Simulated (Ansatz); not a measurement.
Level: PBE, no spin polarisation; 420 eV; 6×6×4 Γ-centred mesh; fermi-dirac occupations (width 0.1 eV); Ansatz 0.2.0, fixed geometry.

Computed maps in the lattice plane spanned by b (left to right, 5.82 Å, 18 points from zero) and c (bottom to top, 9.46 Å, 26 points from zero), 83° apart, at height 0.145 along a. The fields are smooth PAW ones with compensation charges, not the true ones near nuclei.

Valence density. Digits on a logarithmic scale: 0 up to 0.03 e/Å³, each further digit a factor of 1.6, 9 from 1.3 e/Å³ up:
```
898764332111112346
677655432211111235
456665543221111223
455677764321111123
346899986432110112
346999997532110112
346999997542110112
245799997532110011
234567765432110011
123445544321100001
112233332211000000
001122221110000000
000135542000000000
000269995100000000
101389998311111111
111379998311122222
211147985212233332
221112332122333433
321110011122344443
322110001122344444
332111001122334444
433211112322233444
444322124553223344
666532235764223345
888653224554222356
899754322332122356
```

ELF. Ten even steps from '0' (0.00) to '9' (0.67):
```
433346752000135543
333457776432234554
555665677764323455
676444446886322356
764421245897422246
764300025698521236
875400015699621136
886531145798631136
898655556898521135
689987788876321124
467877777654211113
343210001222211112
320002210012222223
310069983002334444
420187478002566666
640078588004788887
861017983016999999
874100100038999999
875310000269999888
765432111358998877
765432100014788777
665542000000377777
544553002430046766
333354004761026654
444345201441015643
433435510000025544
```

Question: The cell is Na6InSn2. Which atoms lie within 0.2 Å of this plane, and where (fractions of b and c)?

Answer: Sn at (0.29, 0.75), Na at (0.35, 0.41). The whole cell:
```
CELL_PARAMETERS angstrom
0.00000 5.55862 0.00000
5.11705 -2.77931 0.00000
1.32820 0.00000 -9.36754
ATOMIC_POSITIONS crystal
Sn 0.14474 0.28948 0.75097
Sn 0.85526 0.71052 0.24903
In 0.00000 0.00000 0.00000
Na 0.47030 0.94060 0.72470
Na 0.52970 0.05940 0.27530
Na 0.29260 0.58520 0.07050
Na 0.70740 0.41480 0.92950
Na 0.17360 0.34720 0.40920
Na 0.82640 0.65280 0.59080
```

Origin: a known structure type with other elements, at an estimated volume, so it need not be a known compound. Caveats: atoms or cell far from equilibrium.
